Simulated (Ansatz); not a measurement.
Input file for Ansatz (an electronic-structure program):

Ansatz 0.2 input:
```yaml
crystal:
  lattice:
    - [0.0, 2.9780168641, 2.9780168641]
    - [2.9780168641, 0.0, 2.9780168641]
    - [2.9780168641, 2.9780168641, 0.0]
  atoms:
    - { symbol: Au, position: [0.0, 0.0, 0.0] }
    - { symbol: Al, position: [0.25, 0.25, 0.25] }
    - { symbol: Al, position: [0.75, 0.75, 0.75] }
kpoints:
  mp_grid: { grid: [25, 25, 25] }
hamiltonian:
  xc: lda
  pseudopotentials: { kind: paw }
scf:
  occupations: { method: fermi_dirac, width: 0.1 }
elastic: { mode: relaxed_ion, stencil: two_point, amplitude: 0.005, f_tol: 0.0005 }
```

Output (shortened):

```
Pseudopotential: Au, paw, valence charge 19
Pseudopotential: Al, paw, valence charge 3
Functional definition: SPW92
Crystal: 3 atoms, lattice volume = 52.822 Å³
Basis set: ecut = 420 eV, 1037 PW (Γ)
Bands: 17, of which v1, the nominal top of the filled ones, is band 13 counted from 1 (12 counted from 0)
Symmetry: 48 space group operations
Space group: Fm-3m (ITA 225), of the structure as read, at distance tolerance 3.8e-5 Å
k-points: 455 of 15625
SCF 1 converged in 10 iterations: F = -13892.221914 eV  dr2 = 1.20e-14
Crystal: 3 atoms, lattice volume = 52.557 Å³
Basis set: ecut = 420 eV, 973 PW (Γ)
Symmetry: 16 space group operations
k-points: 1183 of 15625
SCF 2 converged in 9 iterations: F = -13892.221213 eV  dr2 = 2.45e-14
Crystal: 3 atoms, lattice volume = 53.086 Å³
Basis set: ecut = 420 eV, 1039 PW (Γ)
SCF 3 converged in 7 iterations: F = -13892.221290 eV  dr2 = 4.72e-14
Crystal: 3 atoms, lattice volume = 52.821 Å³
Basis set: ecut = 420 eV, 1001 PW (Γ)
Symmetry: 8 space group operations
k-points: 2197 of 15625
SCF 4 converged in 10 iterations: F = -13892.221536 eV  dr2 = 8.99e-15
relax step   1: F+E_penalty+E_count = -13892.22153579 eV  Δ(F+E_penalty+E_count) = +0.000e0 eV  max|allowed force component| = 3.321e-2 eV/Å  Δτ_max = 0.0000 Å  (10 SCF iters, accepted)
Crystal: 3 atoms, lattice volume = 52.821 Å³
SCF 5 converged in 8 iterations: F = -13892.221686 eV  dr2 = 7.96e-15
relax step   2: F+E_penalty+E_count = -13892.22168572 eV  Δ(F+E_penalty+E_count) = -1.499e-4 eV  max|allowed force component| = 5.982e-3 eV/Å  Δτ_max = 0.0038 Å  (8 SCF iters, accepted)
Crystal: 3 atoms, lattice volume = 52.821 Å³
SCF 6 converged in 7 iterations: F = -13892.221691 eV  dr2 = 4.85e-14
relax step   3: F+E_penalty+E_count = -13892.22169075 eV  Δ(F+E_penalty+E_count) = -5.026e-6 eV  max|allowed force component| = 1.062e-6 eV/Å  Δτ_max = 0.0008 Å  (7 SCF iters, accepted)
Crystal: 3 atoms, lattice volume = 52.821 Å³
SCF 7 converged in 2 iterations: F = -13892.221691 eV  dr2 = 2.07e-14
Crystal: 3 atoms, lattice volume = 52.821 Å³
SCF 8 converged in 10 iterations: F = -13892.221536 eV  dr2 = 9.19e-15
relax step   1: F+E_penalty+E_count = -13892.22153578 eV  Δ(F+E_penalty+E_count) = +0.000e0 eV  max|allowed force component| = 3.321e-2 eV/Å  Δτ_max = 0.0000 Å  (10 SCF iters, accepted)
Crystal: 3 atoms, lattice volume = 52.821 Å³
SCF 9 converged in 8 iterations: F = -13892.221691 eV  dr2 = 1.17e-14
relax step   2: F+E_penalty+E_count = -13892.22169073 eV  Δ(F+E_penalty+E_count) = -1.550e-4 eV  max|allowed force component| = 4.802e-6 eV/Å  Δτ_max = 0.0047 Å  (8 SCF iters, accepted)
Crystal: 3 atoms, lattice volume = 52.821 Å³
SCF 10 converged in 2 iterations: F = -13892.221691 eV  dr2 = 4.89e-15
SCF converged after 10 iterations
Free energy (F): -13892.221914 eV
Harris-Foulkes:  -13892.221914 eV  (|F-HF|=5.46e-12)
Internal energy: -13892.192477 eV  (E = F + TS)
E sigma→0 (E₀):  -13892.207196 eV
Entropy (-TS):   -0.029436 eV (-9.812 meV/atom)
Fermi energy:    11.356859 eV
--- Per-component energies (eV) ---
  E_band       = -375.178602
  E_kinetic    = 652.314716
  E_local      = -2947.051943  (includes V_loc(G=0)·N_el)
  E_nonlocal   = 96.825595
  E_hartree    = 1265.580514
  E_xc         = -308.142183
  E_vxc        = -337.278759  (∫ρ·V_xc dr)
  E_paw        = -10307.083292  (= ΣΔE_a)
  E_vpaw       = -371.150537  (= ΣTr[D̂ρ^β])
  E_aug_tail   = 0.001302  (compensation charges beyond the density's cutoff)
  E_ewald      = -2345.271338
  E_core_change = 0.634151  (= ΣΔE_core)
  E_smearing   = -0.029436  (= −TS)
  E_closure    = 0.000000  (closes the sum)
  Σ components = -13892.221914   (vs F -13892.221914, Δ=0.00e0)
--- Forces (eV/Å), atoms counted from 1 ---
  atom   1  Au     0.00000000     0.00000000     0.00000000
  atom   2  Al     0.00000000     0.00000000     0.00000000
  atom   3  Al     0.00000000     0.00000000     0.00000000
  max |Σ_I F_I| component: 5.55e-17 eV/Å
--- Stress (GPa, compression-positive) ---
        0.019676       0.000000       0.000000
        0.000000       0.019676       0.000000
        0.000000       0.000000       0.019676
  P = ⅓ Tr σ = 0.0197 GPa (0.197 kbar)
--- Band table (eV; the first three rows and the last of 455) ---
  k-point 0: bands = ["-96.0546", "-47.3355", "-47.3355", "-47.3355", "0.6216", "4.6144", "4.6144", "4.6144", "5.6029", "5.6029", "13.6071", "14.2775", "14.2775", "14.2775", "15.3667", "15.3667", "15.3667"]
  k-point 1: bands = ["-96.0546", "-47.3355", "-47.3355", "-47.3355", "0.6430", "4.6071", "4.6201", "4.6201", "5.6015", "5.6015", "13.5191", "13.9051", "14.1725", "14.1725", "15.4820", "15.4820", "15.7480"]
  k-point 2: bands = ["-96.0546", "-47.3356", "-47.3355", "-47.3355", "0.7071", "4.5859", "4.6365", "4.6365", "5.5979", "5.5979", "12.8663", "13.7839", "13.9342", "13.9342", "15.7433", "15.7433", "16.2700"]
  k-point 454: bands = ["-96.0546", "-47.3363", "-47.3363", "-47.3359", "4.1536", "4.1710", "4.8701", "5.0234", "5.4410", "6.0326", "7.1814", "7.3765", "9.1567", "15.3769", "15.6465", "16.4239", "16.9030"]
--- Elastic constants: 2 strain directions × 2 members + reference (group order 48) ---
  dense FFT box of the reference and of every strained cell: 30×30×30
  strains applied: 11, 23; error gains: componentwise 1.00 (the most a stress slope's error grows in a printed constant), spectral 1.73 (1 for all six strains …
  C = ∂σ_k/∂η_j (tension-positive GPa; Voigt order 11 22 33 23 13 12):
       161.663    101.432    101.432      0.000      0.000      0.000
       101.432    161.663    101.432      0.000      0.000      0.000
       101.432    101.432    161.663      0.000      0.000      0.000
         0.000      0.000      0.000     54.392      0.000      0.000
         0.000      0.000      0.000      0.000     54.392      0.000
         0.000      0.000      0.000      0.000      0.000     54.392
  reference stress σ⁰ (GPa):     -0.020     -0.020     -0.020      0.000      0.000      0.000
  moduli (Voigt/Reuss/Hill, GPa): K = 121.51/121.51/121.51   G = 44.68/41.13/42.91   E = 115.16   ν = 0.342
  mechanically stable: yes (min eigenvalue of sym C = 54.39 GPa)
  strain η (Voigt 11):  stress-route row diagonal C_11 = 161.66 GPa, energy-path curvature d²(F+E_count+ΔE)/dδ²/Ω₀ = 161.58 GPa
         δ    σ_11 (GPa)             F (eV)   n_scf  n_hpsi   n_pw
    -5.000e-3      -0.8406      -13892.2212125       9  421799   1040   relax 0 steps, max|allowed force component| 5.55e-17 eV/Å
     5.000e-3       0.7760      -13892.2212904       7  332569   1050   relax 0 steps, max|allowed force component| 5.55e-17 eV/Å
  strain η (Voigt 23):  stress-route row diagonal C_44 = 54.39 GPa, energy-path curvature d²(F+E_count+ΔE)/dδ²/Ω₀ = 54.35 GPa
         δ    σ_23 (GPa)             F (eV)   n_scf  n_hpsi   n_pw
    -5.000e-3      -0.2720      -13892.2216907       2  343652   1046   relax 3 steps, max|allowed force component| 1.06e-6 eV/Å
     5.000e-3       0.2720      -13892.2216907       2  344561   1046   relax 2 steps, max|allowed force component| 4.80e-6 eV/Å
```

Cost: around 9 core-minutes (rough) on shared cores.

Symmetry was held in the LDA relaxation; of distortions, only those at the zone centre were tested. As this level gives no gap, shear constants depend on the k-mesh and smearing (Fermi–Dirac, 0.1 eV here). Scalar-relativistic: spin–orbit coupling is off unless named, which matters more the heavier the elements.

Potentials: the later of the program's two PAW sets.

Ansatz is a plane-wave DFT program.
